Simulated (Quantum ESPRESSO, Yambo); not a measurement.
Levels of theory for the gap of Cs$_{2}$LiLuCl$_{6}$

Cs₂LiLuCl₆ (space group Fm-3m, No. 225): one geometry, one set of PBEsol (Quantum ESPRESSO, PseudoDojo norm-conserving, 100 Ry, no spin-orbit coupling) orbitals, self-energies from Yambo (2×2×2 Γ-centred k mesh, bands 3 to 310 and a 6 Ry block in the screening, 310 bands in G with the Bruneval-Gonze terminator, plasmon pole fitted at 27.2 eV).

The geometry is that of Materials Project entry mp-570379, symmetrised and not relaxed again.

| level | gap Γ → Γ (eV) | rough Yambo cost |
|---|---|---|
| PBEsol (Quantum ESPRESSO) | 5.23 | – |
| exchange only (Hartree-Fock self-energy on PBEsol orbitals) | 13.99 | about 1/10 (6 states) |
| static COHSEX@PBEsol | 9.04 | within a factor of two (2 states) |
| G0W0@PBEsol, plasmon pole | 7.94 | 1 (6 states) |

Bare exchange has no screening and gives the widest gap; static COHSEX screens it but leaves out the frequency dependence, which G0W0 restores.

Costs are rough ratios of core time on shared machines.

Nearest settings tried, and what they do to the gap: 203 bands in W, 203 bands in G: +33 meV; 3 Ry block (181 vectors against 537): -365 meV; 1×1×1 mesh: -195 meV. So the settings aren't converged at that level. The k mesh is coarse.

The 4f states are in the valence at their DFT position.

The structure is a Materials Project entry; no match was found in the copy of COD used, and its stability was not checked.
